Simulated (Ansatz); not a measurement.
Space group Fd-3m:1 (No. 227). a = 7.050 Å, b = 7.050 Å, c = 7.050 Å, α = 90.00°, β = 90.00°, γ = 90.00°
| atom | site | symmetry | x | y | z |
| --- | --- | --- | --- | --- | --- |
| Ta | 8a | -43m | 0.5000 | 0.0000 | 0.5000 |
| V | 16d | .-3m | 0.1250 | 0.6250 | 0.1250 |

Equation of state of this TaV2 structure (not necessarily the ground state), with shape and atoms relaxed at each volume where symmetry leaves them free. It has no gap at any of these volumes. Method: DFT PBEsol, scalar-relativistic, plane waves, PAW in Ansatz.

Cutoff 420 eV; k points 10×10×10 on the computed 6-atom cell (Γ-centred); Gaussian smearing, width 0.10 eV; no spin polarisation.

| V (Å³/atom) | E − E(largest V) (meV/atom) | P (GPa) |
| --- | --- | --- |
| 13.727 | 6.05 | 14.79 |
| 14.165 | -23.02 | 6.84 |
| 14.603 | -31.87 | 0.00 |
| 15.041 | -23.38 | -5.88 |
| 15.479 | 0.00 | -10.95 |

Question: Fit a third-order Birch–Murnaghan equation to E(V).

Answer: V0 = 14.60 Å³/atom, B0 = 211 GPa, B0' = 4.1.

Spin-orbit coupling is left out, which matters for the bands of heavy elements.

Cost: 5 runs of about 1.6 core-minutes in all, on Arm Neoverse V2 (shared hosts).